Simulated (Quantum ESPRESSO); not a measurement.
Ir3ZnTaPd2Hf, different elements on one site, starting from this cell

Computed values, not a measurement. The program is pw.x of Quantum ESPRESSO 7.5 (plane-wave density functional theory). The cell is made up: eight metal atoms on a hexagonal close-packed lattice, with elements, volume, strain and displacements drawn at random and not relaxed, so it may be unstable or far from any real phase. PseudoDojo standard norm-conserving files set the functional (PBE unless stated); there is no spin polarisation or spin-orbit coupling, the Fermi-Dirac width of 0.25 eV means electrons at about 2900 K, and the masses in the input are unused placeholders. Heavy elements are run without spin-orbit coupling, which real alloys of them have. A spin test at this wide smearing found no moment, but such smearing suppresses magnetism that the real alloy may have.

The runs put different elements on site 2. Cell, positions, cutoff, mesh and smearing stay as in the input of run 1; sites are counted in its order. Stress in the tables is positive in tension.

Input of run 1:

```
&control calculation='scf', pseudo_dir='./dojo.nc.sr.pbe.v0_5.standard.upf', outdir='./o', disk_io='medium', tprnfor=.true., tstress=.true. /
&system ibrav=0, nat=8, ntyp=5, nbnd=84, ecutwfc=84.00895049, nosym=.true., tot_charge=0,
 occupations='smearing', smearing='fd', degauss=0.0183746611
/
&electrons conv_thr=1.470e-08, electron_maxstep=70, mixing_beta=0.5 /
ATOMIC_SPECIES
Hf 1.0 Hf.upf
Ir 1.0 Ir.upf
Pd 1.0 Pd.upf
Ta 1.0 Ta.upf
Zn 1.0 Zn.upf
CELL_PARAMETERS angstrom
-2.8421 0.0249 0.0255
-0.0032 4.9347 -4.4341
0.0833 -4.9942 -4.4997
ATOMIC_POSITIONS angstrom
Ir 0.1098 0.057 -0.0475
Zn -0.0968 1.4205 -2.1907
Ir 0.0813 -0.0097 -4.4185
Ta 0.1713 1.3979 -6.7006
Pd -1.2703 -0.8844 -2.3204
Hf -1.2926 -2.3582 -4.4969
Ir -1.3033 -0.7011 -6.6965
Pd -1.4146 2.2464 -4.5391
K_POINTS automatic
8 4 4 1 1 1
```

```
run  elements on sites 1 to 8  -TS (eV)  pressure (GPa)  stress xx (GPa)  stress yy (GPa)  stress zz (GPa)  stress yz (GPa)  stress xz (GPa)  stress xy (GPa)  iterations
  1   Ir Zn Ir Ta Pd Hf Ir Pd    -1.313           10.16           -10.85            -7.43           -12.21             1.17            -1.40            -1.96          20
  2    Ir W Ir Ta Pd Hf Ir Pd    -1.411           13.37           -11.78           -12.79           -15.55             0.35            -1.75            -3.07          22
  3   Ir Li Ir Ta Pd Hf Ir Pd    -1.389            8.46            -8.79            -5.56           -11.02             0.63            -1.45            -1.60          21
  4   Ir Al Ir Ta Pd Hf Ir Pd    -1.266           10.87           -12.51            -7.55           -12.56             0.57            -1.29            -2.00          21
  5   Ir Ru Ir Ta Pd Hf Ir Pd    -1.673            9.86            -9.07            -9.20           -11.30             2.17            -1.71            -2.88          23
```

Forces Fx Fy Fz (eV/Å):

```
site              run 1              run 2              run 3              run 4              run 5
   1   -0.15 -0.32 0.70  -0.33 -0.39 -0.10   -0.09 -0.09 0.45   -0.15 -0.19 0.31   -0.41 -0.33 0.49
   2    0.34 0.56 -1.02    0.85 1.03 -1.06    0.14 0.21 -0.91    0.38 0.17 -1.55    0.81 1.47 -0.15
   3   0.14 -0.60 -0.93   0.15 -0.23 -0.73   0.16 -0.54 -0.80   0.14 -0.47 -0.74   0.11 -0.38 -0.76
   4    -0.55 1.31 1.14    -0.65 1.23 0.89    -0.51 1.36 1.10    -0.57 1.31 1.09    -0.59 1.19 0.98
   5   -0.42 -0.47 1.62   -0.67 -0.90 1.79   -0.35 -0.08 1.59   -0.43 -0.37 1.78   -0.56 -0.78 1.52
   6  -0.22 -0.91 -1.45  -0.12 -0.78 -1.22  -0.15 -1.12 -1.33  -0.26 -0.74 -1.06  -0.12 -1.19 -2.26
   7   0.18 -2.12 -0.98   0.25 -2.94 -0.64   0.14 -2.13 -0.96   0.20 -2.39 -0.94   0.26 -2.59 -0.79
   8     0.68 2.55 0.93     0.53 2.97 1.07     0.66 2.38 0.85     0.69 2.68 1.10     0.51 2.61 0.97
```

Energies are left out, as each element's file has its own zero. A rerun of one cell of this series at a higher cutoff and on a denser mesh moved values by no more than 0.012 eV in energy, 0.24 GPa in stress and 0.017 eV/Å in force, and a second program with other atomic files agreed on that cell to 2 % rms in force and 0.5 GPa in pressure.